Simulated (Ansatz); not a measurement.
Si in space group C2/m (No. 12; Si on 4i, Si on 4i, Si on 4i, Si on 4i) at seven volumes, PBEsol (plane waves, PAW; program Ansatz), shape and atoms relaxed at each. One row is withheld.

```json
[
 {"V (Å³/atom)": "18.937", "P (GPa)": "9.60"},
 {"V (Å³/atom)": "19.561", "P (GPa)": "5.93"},
 {"V (Å³/atom)": "20.185", "P (GPa)": "2.75"},
 {"V (Å³/atom)": "20.810", "P (GPa)": "0.00"},
 {"V (Å³/atom)": "21.434", "P (GPa)": "?"},
 {"V (Å³/atom)": "22.058", "P (GPa)": "-4.38"},
 {"V (Å³/atom)": "22.682", "P (GPa)": "-6.10"}
]
```

Q: Fit the shown pressures and predict the withheld one.

A: Third-order Birch–Murnaghan: P = (3/2)B₀(x^(7/2) − x^(5/2))[1 + (3/4)(B′ − 4)(x − 1)] with x = (V₀/V)^(2/3). Least squares on the six rows gives V₀ = 20.812 Å³/atom, B₀ = 84.31 GPa, B′ = 3.98. At V = 21.434, x = 0.9806 and P = -2.34 GPa. The run itself gave -2.36 GPa.

The workflow started from a Materials Project entry (that database holds measured and hypothetical structures alike); the Crystallography Open Database copy checked does not list it. It is not the phase usual at ambient conditions (space group No. 227). The PBEsol relaxation kept the symmetry of its start; whether a distortion lowers the energy is not shown.

Potentials: the earlier of the program's two PAW sets. The files were generated under PBE; for other functionals the program regenerates the frozen cores, and for LDA and PBEsol the local potential too.
